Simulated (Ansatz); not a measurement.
ZrHg3, DFT, PBEsol, all-electron PAW with datasets made for the crystal, scalar-relativistic (Ansatz 0.2.0), run on 1 thread of Intel(R) Xeon(R) Platinum 8488C (Sapphire Rapids) on a shared host.

The cell comes from COD entry 1522700, which wasn't checked; take it as a given geometry. The listed cell was then made from it by scaling, straining or moving an atom.

Command: `ansatz run input.yaml --threads 1 --pin off --max-ram 4096MiB --backend cpu --events-out ev --progress --plain --runs-dir out`

```yaml
crystal:
  lattice:
    - [4.3652, 0.043652, 0.043652]
    - [0.043652, 4.3652, 0.043652]
    - [0.043652, 0.043652, 4.3652]
  atoms:
    - { symbol: Zr, position: [0.0, 0.0, 0.0] }
    - { symbol: Hg, position: [0.0, 0.5, 0.5] }
    - { symbol: Hg, position: [0.5, 0.0, 0.5] }
    - { symbol: Hg, position: [0.5, 0.5, 0.0] }
kpoints:
  mp_grid: { grid: [8, 8, 8] }
scf:
  occupations: { method: fermi_dirac, width: 0.05 }
hamiltonian:
  xc: pbesol
  pseudopotentials: { kind: all_electron, datasets: crystal }
output:
  forces: true
  stress: true
  eigenvalues: true
  efg: { contact_densities: true }
```

Problem. How large is the problem that the program sets up?

Solution. 65 irreducible k-points, 775 plane waves at Γ, 44 bands.

Problem. Estimate the wall time and the peak memory.

Solution. 27 s of wall time for 11 SCF iterations, with a peak of 0.86 GiB. Times on shared machines scatter by tens of per cent.

Problem. And the same cell and mesh by PAW (frozen-core files), asked for forces, stress, eigenvalues, efg, on the same hardware?

Solution. 8.6 s, peak memory 0.58 GiB.
